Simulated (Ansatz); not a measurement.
The start is a generated trial cell of WC in the AFLOW prototype AB_cF8_216_c_a (B3, as in ZnS). A full variable-cell relaxation at zero pressure is run with PBEsol (plane waves to 420 eV, PAW, scalar-relativistic; Ansatz, an electronic-structure program). The first steps use a coarse 9×9×9 k-mesh.

Input geometry:
```
WC
1.0
    0.00000     2.29200     2.29200
    2.29200     0.00000     2.29200
    2.29200     2.29200     0.00000
W C
1 1
Direct
  0.25000   0.25000   0.25000
  0.00000   0.00000   0.00000
```

Q: What pressure does the first self-consistent step give?

A: +15 GPa (positive: the cell is compressed).

Q: By how much does the energy per atom fall from start to end?

A: 0.03 eV/atom.

Q: What band gap does the relaxed structure have at this level?

A: No gap (metallic).

Q: Give the final cell and atomic positions.

A: 
Space group F-43m (No. 216); a = b = c = 4.6608 Å, α = β = γ = 90.00°

```
atom  site  symmetry       x       y       z
----  ----  --------  ------  ------  ------
W       4d      -43m  0.7500  0.7500  0.7500
C       4a      -43m  0.0000  0.0000  0.0000
```
(The calculation used a cell of 2 atoms; values per cell refer to that cell.)

The space group stays F-43m (No. 216) (the run could not lower it); the end is zinc blende type, with 2 atoms in the primitive cell. Final values are on a 17×17×17 k-mesh of the relaxed cell. No spin polarisation in the result.

The run could not lose the symmetry of its start: the end is stationary, and may be a saddle point rather than a minimum.

All atoms sit on sites fixed by symmetry, so only the cell could relax.

The relaxed structure here is a generated cell of WC: the first start was made by placing the elements on the sites of a structure type, and the end was not matched to a known phase here, so it may be hypothetical. Known forms of WC include space group No. 187.
